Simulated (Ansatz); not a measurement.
**SCF log, MnO**

The cell (8 atoms) is MnO as a measured crystal structure (space group Fm-3m, four primitive cells). Source: COD entry 9006659; the sample's temperature and pressure aren't taken into account, and it need not be the stable phase.

Level of theory: DFT, PBE+U, PAW, plane waves, scalar-relativistic (Ansatz development build ahead of 0.2.0).

The input:

```yaml
crystal:
  lattice:
    - [4.4464, 0.0, 0.0]
    - [0.0, 4.4464, 0.0]
    - [0.0, 0.0, 4.4464]
  atoms:
    - { symbol: Mn, position: [0.0, 0.0, 0.0], spin: 4.5, spin_axis: [0.0, 0.0, 4.5] }
    - { symbol: Mn, position: [0.0, 0.5, 0.5], spin: 4.5, spin_axis: [0.0, 0.0, 4.5] }
    - { symbol: Mn, position: [0.5, 0.0, 0.5], spin: 4.5, spin_axis: [0.0, 0.0, -4.5] }
    - { symbol: Mn, position: [0.5, 0.5, 0.0], spin: 4.5, spin_axis: [0.0, 0.0, -4.5] }
    - { symbol: O, position: [0.0, 0.0, 0.5] }
    - { symbol: O, position: [0.0, 0.5, 0.0] }
    - { symbol: O, position: [0.5, 0.0, 0.0] }
    - { symbol: O, position: [0.5, 0.5, 0.5] }
hamiltonian:
  xc: pbe
  pseudopotentials: { kind: paw }
  hubbard: { sites: [{ species: Mn, l: d, u_eff: 3.9 }] }
  noncollinear_xc: multicollinear
basis:
  ecutwfc: 420
kpoints:
  mp_grid: { grid: [3, 3, 3] }
scf:
  occupations: { method: fermi_dirac, width: 0.03 }
  lower_state_search: "off"
  max_iter: 150
output:
  forces: true
  stress: true
  write_density: true
  write_potential: true
  elf: true
  volumetric_format: npy
magnetization:
  noncollinear: true
```

The run was started with:
```sh
ansatz run input.yaml --threads 4 --pin off --max-ram 9216MiB --backend cpu --events-out ev --progress --plain --runs-dir out
```

Program output, abridged:

```
Mn: projections on atomic orbitals take those of the free atom [Ne] 3s2 3p6 3d5 4s2, of charge +0.00 (hamiltonian.pseudopotentials.projection_atoms); the dataset's partial waves leave at most 9.0e-7 of an orbital's norm unspanned inside its sphere
O: projections on atomic orbitals take those of the free atom [He] 2s2 2p4, of charge +0.00 (hamiltonian.pseudopotentials.projection_atoms); the dataset's partial waves leave at most 1.9e-8 of an orbital's norm unspanned inside its sphere
Pseudopotentials: kind: paw
Pseudopotential: Mn, paw, valence charge 15, recommended cutoff 420 eV (normal), Mn.paw.azcp
Pseudopotential: O, paw, valence charge 6, recommended cutoff 420 eV (normal), O.paw.azcp
Functional definition: PBE
Crystal: 8 atoms, lattice volume = 87.907 Å³
Basis set: ecut = 420 eV, 1743 PW (Γ), exchange–correlation on 60×60×60 points (8 copies of the dense FFT grid, shifted against one another)
Bands: 102, of which v1, the nominal top of the filled ones, is band 84 counted from 1 (83 counted from 0)
Symmetry: 16 space group operations + 16 with time reversal
Magnetic group: BNS 64.480 (UNI 578), of the structure as read, at distance tolerance 4.4e-5 Å
k-points: 8 of 27
Non-local potential: Mn, projectors of the file, l = 0: 3, l = 1: 2, l = 2: 3, l = 3: 1
Non-local potential: O, projectors of the file, l = 0: 2, l = 1: 2, l = 2: 1
Initial density: superposition of atomic densities (chi_scale 0.1, normalization cell, long waves kept (reshape's long-wave potential 0.00 eV rms))
Starting moments: Σ|m| = 18 μB on 4 of 8 sites
Initial wavefunctions: pseudopotential atomic-orbital guess
Functional: x = pbe(κ = 0.804, μ = 0.2195149727645171), c = pbe(β = 0.06672455060314922)
SCF iter   1: F=—  HF=-17865.600243 eV  |F-HF|=—  |Δ(HF+E_count)|=         —  Δρ=1.77e-1  dr2=2.25e1  dr2_m=9.76e-1  ethr=3.10e-3  |M|=1.57e-15 ∫|m|=1.86e1 μB  |m|>n=0.0e0 m-floor=2.2e-3 τ_xc=0.0e0  β_m=1.00  ⟨swp⟩=5.2  Hψ=2404  notcnv=0
preconditioner: auto → Resta (q_TF=auto, 2.708 Å⁻¹)  ε∞=13.2  [insulator: Δε(μ)=0.628 eV  Ē_g=8.173 eV  σ=0.030 eV  W_gap=1.00  n_scr=26 (ndim 8)  ℏωp=28.6 eV  f_vac=0.000  D(μ)=0.00/eV (n_scr^D=0)  ε∞_Penn≈13.2]
spin=Noncollinear: Resta preconditioning applied to the charge; magnetization (m_x, m_y, m_z) channels mix plain (no charge-response kernel on spin).
SCF iter   2: F=—  HF=-17862.225744 eV  |F-HF|=—  |Δ(HF+E_count)|=    3.37e0  Δρ=6.67e-2  dr2=3.44e0  dr2_m=3.07e-1  ethr=3.10e-3  |M|=2.96e-15 ∫|m|=1.92e1 μB  |m|>n=0.0e0 m-floor=2.2e-3 τ_xc=0.0e0  β_m=1.00  ⟨swp⟩=4.4  Hψ=1827  notcnv=0  defer=78
SCF iter   3: F=—  HF=-17861.854501 eV  |F-HF|=—  |Δ(HF+E_count)|=   3.71e-1  Δρ=2.90e-2  dr2=6.92e-1  dr2_m=2.05e-2  ethr=3.10e-3  |M|=1.30e-15 ∫|m|=1.93e1 μB  |m|>n=0.0e0 m-floor=2.2e-3 τ_xc=0.0e0  β_m=1.00  ⟨swp⟩=3.0  Hψ=1336  notcnv=0  defer=90
SCF iter   4: F=—  HF=-17862.025852 eV  |F-HF|=—  |Δ(HF+E_count)|=   1.71e-1  Δρ=1.45e-2  dr2=7.82e-2  dr2_m=1.24e-2  ethr=8.24e-4  |M|=2.78e-16 ∫|m|=1.93e1 μB  |m|>n=0.0e0 m-floor=2.2e-3 τ_xc=0.0e0  β_m=1.00  ⟨swp⟩=3.5  Hψ=1502  notcnv=0  defer=90
SCF iter   5: F=—  HF=-17862.232445 eV  |F-HF|=—  |Δ(HF+E_count)|=   2.07e-1  Δρ=4.75e-3  dr2=1.09e-2  dr2_m=1.09e-3  ethr=9.31e-5  |M|=0.00e0 ∫|m|=1.93e1 μB  |m|>n=0.0e0 m-floor=2.2e-3 τ_xc=0.0e0  β_m=1.00  ⟨swp⟩=3.5  Hψ=1644  notcnv=0  defer=86
SCF iter   6: F=—  HF=-17862.288567 eV  |F-HF|=—  |Δ(HF+E_count)|=   5.61e-2  Δρ=2.23e-3  dr2=1.57e-3  dr2_m=7.90e-5  ethr=1.30e-5  |M|=6.94e-16 ∫|m|=1.93e1 μB  |m|>n=0.0e0 m-floor=2.2e-3 τ_xc=0.0e0  β_m=1.00  ⟨swp⟩=2.8  Hψ=1446  notcnv=0  defer=86
SCF iter   7: F=—  HF=-17862.315648 eV  |F-HF|=—  |Δ(HF+E_count)|=   2.71e-2  Δρ=1.67e-3  dr2=2.07e-3  dr2_m=7.84e-5  ethr=1.87e-6  |M|=3.70e-15 ∫|m|=1.93e1 μB  |m|>n=0.0e0 m-floor=2.2e-3 τ_xc=0.0e0  β_m=0.30  ⟨swp⟩=2.6  Hψ=1640  notcnv=0  defer=86
Mixer restart at iter 7: flushing history
spin-set hold released at iteration 7 (site moments contracting): the magnetisation degrees of freedom join the quasi-Newton model from the next iteration; the mixer history was flushed
SCF iter   8: F=—  HF=-17862.329102 eV  |F-HF|=—  |Δ(HF+E_count)|=   1.35e-2  Δρ=6.82e-4  dr2=2.99e-4  dr2_m=8.75e-6  ethr=1.87e-6  |M|=1.11e-15 ∫|m|=1.93e1 μB  |m|>n=0.0e0 m-floor=2.2e-3 τ_xc=0.0e0  β_m=0.63  ⟨swp⟩=2.4  Hψ=1282  notcnv=0  defer=86
SCF iter   9: F=—  HF=-17862.342908 eV  |F-HF|=—  |Δ(HF+E_count)|=   1.38e-2  Δρ=6.17e-4  dr2=2.62e-4  dr2_m=6.93e-6  ethr=3.56e-7  |M|=1.99e-15 ∫|m|=1.93e1 μB  |m|>n=0.0e0 m-floor=2.2e-3 τ_xc=0.0e0  β_m=0.58  ⟨swp⟩=2.4  Hψ=1462  notcnv=0  defer=86
SCF iter  10: F=—  HF=-17862.342846 eV  |F-HF|=—  |Δ(HF+E_count)|=   6.20e-5  Δρ=1.06e-4  dr2=6.47e-6  dr2_m=6.57e-7  ethr=3.12e-7  |M|=4.63e-16 ∫|m|=1.93e1 μB  |m|>n=0.0e0 m-floor=2.2e-3 τ_xc=0.0e0  β_m=0.78  ⟨swp⟩=2.2  Hψ=1214  notcnv=0  defer=86
SCF iter  11: F=—  HF=-17862.342833 eV  |F-HF|=—  |Δ(HF+E_count)|=   1.32e-5  Δρ=3.43e-5  dr2=1.03e-6  dr2_m=1.40e-8  ethr=7.70e-9  |M|=2.13e-15 ∫|m|=1.93e1 μB  |m|>n=0.0e0 m-floor=2.2e-3 τ_xc=0.0e0  β_m=0.87  ⟨swp⟩=2.2  Hψ=1069  notcnv=0  defer=86
SCF iter  12: F=—  HF=-17862.342833 eV  |F-HF|=—  |Δ(HF+E_count)|=   4.47e-7  Δρ=1.58e-5  dr2=1.10e-7  dr2_m=1.43e-8  ethr=1.23e-9  |M|=2.91e-15 ∫|m|=1.93e1 μB  |m|>n=0.0e0 m-floor=2.2e-3 τ_xc=0.0e0  β_m=0.93  ⟨swp⟩=2.0  Hψ=1178  notcnv=0  defer=86
SCF iter  13: F=-17862.342833 eV  HF=-17862.342833 eV  |F-HF|=5.54e-9  |Δ(HF+E_count)|=   8.43e-8  Δρ=6.31e-6  dr2=3.32e-8  dr2_m=7.93e-10  ethr=1.19e-10  |M|=3.47e-15 ∫|m|=1.93e1 μB  |m|>n=0.0e0 m-floor=2.2e-3 τ_xc=0.0e0  ⟨swp⟩=15.6  Hψ=5698  notcnv=0
SCF 1 converged in 13 iterations: F = -17862.342833 eV  dr2 = 3.32e-8
  greatest PAW one-centre occupation: 1.002 electrons in one spin orbital (limit 2), on the Mn atom at site 3 (counted from 0), in its partial waves of l = 1
SCF converged after 13 iterations
Stability not checked: this state was not tested for a lower state beside it, because this non-collinear magnet's GGA is evaluated by the locally collinear projection, under which the energy is not smooth in the magnetisation (locally_collinear_gga; see scf.lower_state_search)
Magnetization: |M| = 0.0000 μB,  M = (+0.0000, +0.0000, +0.0000) μB
Absolute magnetization: 19.3188 μB (∫|m|, with the PAW one-centre terms)
Moment direction: held on its axis by an average over the rotations of spin about it
  site 0: m = (+0.0000, +0.0000, +4.2650) μB, |m| = 4.2650 μB  (R = 0.92 Å)
  site 1: m = (+0.0000, +0.0000, +4.2650) μB, |m| = 4.2650 μB  (R = 0.92 Å)
  site 2: m = (+0.0000, +0.0000, -4.2650) μB, |m| = 4.2650 μB  (R = 0.92 Å)
  site 3: m = (+0.0000, +0.0000, -4.2650) μB, |m| = 4.2650 μB  (R = 0.92 Å)
  site 4: m = (+0.0000, +0.0000, +0.0591) μB, |m| = 0.0591 μB  (R = 0.92 Å)
  site 5: m = (+0.0000, +0.0000, +0.0591) μB, |m| = 0.0591 μB  (R = 0.92 Å)
  site 6: m = (+0.0000, +0.0000, -0.0591) μB, |m| = 0.0591 μB  (R = 0.92 Å)
  site 7: m = (+0.0000, +0.0000, -0.0591) μB, |m| = 0.0591 μB  (R = 0.92 Å)
Free energy (F): -17862.342833 eV
Harris-Foulkes:  -17862.342833 eV  (|F-HF|=5.54e-9)
Internal energy: -17862.342833 eV  (E = F + TS)
E sigma→0 (E₀):  -17862.342833 eV
Fermi energy:    12.863667 eV
--- Per-component energies (eV) ---
  E_band       = -1029.800633
  E_kinetic    = 1894.496741
  E_local      = -8922.768101  (includes V_loc(G=0)·N_el)
  E_nonlocal   = 1212.980796
  E_hartree    = 3574.941014
  E_xc         = -738.742995
  E_vxc        = -943.670549  (∫ρ·V_xc dr)
  E_hubbard    = 2.171500  (on-site DFT+U / exact-exchange correction)
  E_vhub       = -36.617934  (the Hubbard potential's part of the band-sum identity)
  E_paw        = -5864.272997  (= ΣΔE_a)
  E_vpaw       = -1384.102811  (= ΣTr[D̂ρ^β])
  E_aug_tail   = 0.009664  (compensation charges beyond the density's cutoff)
  E_ewald      = -9021.158456
  E_smearing   = -0.000000  (= −TS)
  E_closure    = 0.000000  (closes the sum)
  Σ components = -17862.342833   (vs F -17862.342833, Δ=0.00e0)
--- Hubbard shell moments (per corrected site; Tr N, ν in electrons; μ in μ_B) ---
  shell 0: Tr N=5.2514  μ_S=(+0.0000, -0.0000, +4.7026)  μ_L=(-0.0000, +0.0000, -0.0000)  μ=(-0.0000, +0.0000, +4.7026)  ν=0.0000 along (+0.000, +0.000, +1.000)
  shell 1: Tr N=5.2514  μ_S=(+0.0000, -0.0000, +4.7026)  μ_L=(-0.0000, +0.0000, -0.0000)  μ=(-0.0000, +0.0000, +4.7026)  ν=0.0000 along (+0.000, +0.000, +1.000)
  shell 2: Tr N=5.2514  μ_S=(+0.0000, -0.0000, -4.7026)  μ_L=(+0.0000, -0.0000, +0.0000)  μ=(+0.0000, -0.0000, -4.7026)  ν=0.0000 along (-0.000, -0.000, -1.000)
  shell 3: Tr N=5.2514  μ_S=(+0.0000, -0.0000, -4.7026)  μ_L=(+0.0000, -0.0000, +0.0000)  μ=(+0.0000, -0.0000, -4.7026)  ν=0.0000 along (-0.000, -0.000, -1.000)
--- Forces (eV/Å), atoms counted from 1 ---
  atom   1  Mn     0.00000000     0.00000000    -0.00000000
  atom   2  Mn     0.00000000     0.00000000    -0.00000000
  atom   3  Mn     0.00000000     0.00000000    -0.00000000
  atom   4  Mn     0.00000000     0.00000000    -0.00000000
  atom   5  O      0.00000000     0.00000000     0.00000000
  atom   6  O      0.00000000     0.00000000     0.00000000
  atom   7  O      0.00000000     0.00000000     0.00000000
  atom   8  O      0.00000000     0.00000000     0.00000000
  max |Σ_I F_I| component: 4.07e-25 eV/Å
--- Stress (GPa, compression-positive) ---
        7.211127       0.000000       0.000000
        0.000000       7.896026       0.000000
        0.000000       0.000000       7.896027
  P = ⅓ Tr σ = 7.6677 GPa (76.677 kbar)
--- Band table (eV; the first three rows and the last of 8) ---
k-point 0: bands = ["-68.5465", "-68.5465", "-68.5417", "-68.5417", "-63.5115", "-63.5115", "-63.5071", "-63.5071", "-37.3210", "-37.3210", "-37.3210", "-37.3210", "-37.3147", "-37.3147", "-37.3093", "-37.3093", "-37.2925", "-37.2925", "-37.2925", "-37.2925", "-32.3854", "-32.3854", "-32.3854", "-32.3854", "-32.3807", "-32.3807", "-32.3744", "-32.3744", "-32.3500", "-32.3500", "-32.3500", "-32.3500", "-6.3530", "-6.3530", "-5.5540", "-5.5540", "-5.4241", "-5.4241", "-5.3001", "-5.3001", "6.8921", "6.8921", "6.8921", "6.8921", "6.9024", "6.9024", "7.4463", "7.4463", [...]
k-point 1: bands = ["-68.5452", "-68.5452", "-68.5429", "-68.5429", "-63.5103", "-63.5103", "-63.5080", "-63.5080", "-37.3143", "-37.3143", "-37.3141", "-37.3141", "-37.3131", "-37.3131", "-37.3104", "-37.3104", "-37.3001", "-37.3001", "-37.2998", "-37.2998", "-32.3795", "-32.3795", "-32.3774", "-32.3774", "-32.3763", "-32.3763", "-32.3762", "-32.3762", "-32.3598", "-32.3598", "-32.3586", "-32.3586", "-6.0655", "-6.0655", "-5.6148", "-5.6148", "-5.3460", "-5.3460", "-5.3258", "-5.3258", "6.3426", "6.3426", "6.8820", "6.8820", "6.8888", "6.8888", "6.8943", "6.8943", [...]
k-point 2: bands = ["-68.5452", "-68.5452", "-68.5429", "-68.5429", "-63.5103", "-63.5103", "-63.5080", "-63.5080", "-37.3143", "-37.3143", "-37.3141", "-37.3141", "-37.3131", "-37.3131", "-37.3104", "-37.3104", "-37.3001", "-37.3001", "-37.2998", "-37.2998", "-32.3795", "-32.3795", "-32.3774", "-32.3774", "-32.3763", "-32.3763", "-32.3762", "-32.3762", "-32.3598", "-32.3598", "-32.3586", "-32.3586", "-6.0655", "-6.0655", "-5.6148", "-5.6148", "-5.3460", "-5.3460", "-5.3258", "-5.3258", "6.3426", "6.3426", "6.8820", "6.8820", "6.8888", "6.8888", "6.8943", "6.8943", [...]
k-point 7: bands = ["-68.5445", "-68.5445", "-68.5434", "-68.5434", "-63.5100", "-63.5100", "-63.5087", "-63.5087", "-37.3243", "-37.3243", "-37.3174", "-37.3174", "-37.3129", "-37.3129", "-37.3115", "-37.3115", "-37.2971", "-37.2971", "-37.2899", "-37.2899", "-32.3906", "-32.3906", "-32.3815", "-32.3815", "-32.3793", "-32.3793", "-32.3778", "-32.3778", "-32.3553", "-32.3553", "-32.3465", "-32.3465", "-5.6294", "-5.6294", "-5.4387", "-5.4387", "-5.3538", "-5.3538", "-5.2923", "-5.2923", "5.8014", "5.8014", "5.8079", "5.8079", "5.8267", "5.8267", "6.0494", "6.0494", [...]
```

A static U favours moments and orbital order; the result depends on U and need not be the measured state.

The run took 17 s on 4 threads of Arm Neoverse N1 (shared host), peak memory 0.72 GiB.
